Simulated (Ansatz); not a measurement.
Relaxed-ion elastic tensor of InPt₃C (anti-perovskite, Pm-3m) in GPa (Voigt order), the program Ansatz at the r²SCAN level (PAW); density 15.71 g/cm³, 15.06 Å³ per atom.

```
     1    2    3     4     5     6
-  ---  ---  ---  ----  ----  ----
1  272  179  179   0.0   0.0   0.0
2  179  272  179   0.0   0.0   0.0
3  179  179  272   0.0   0.0   0.0
4  0.0  0.0  0.0  -9.5   0.0   0.0
5  0.0  0.0  0.0   0.0  -9.5   0.0
6  0.0  0.0  0.0   0.0   0.0  -9.5
```

Problem. Is the crystal mechanically stable?

Solution. No: the smallest eigenvalue of C is -9.5 GPa.

The start of the workflow was typed in or built on a structure type; neither database checked (COD, Materials Project) lists it. Its standing as an ambient phase is unchecked. The r²SCAN relaxation kept the symmetry of its start. At this level the phase is mechanically unstable. No spin polarisation was allowed. Its formation energy is positive at this level, so the cell may be metastable or incomplete. As this level gives no gap, shear constants depend on the k-mesh and smearing (Fermi–Dirac, 0.1 eV here). Scalar-relativistic: spin–orbit coupling is off unless named, which matters more the heavier the elements.

Potentials: the later of the program's two PAW sets.
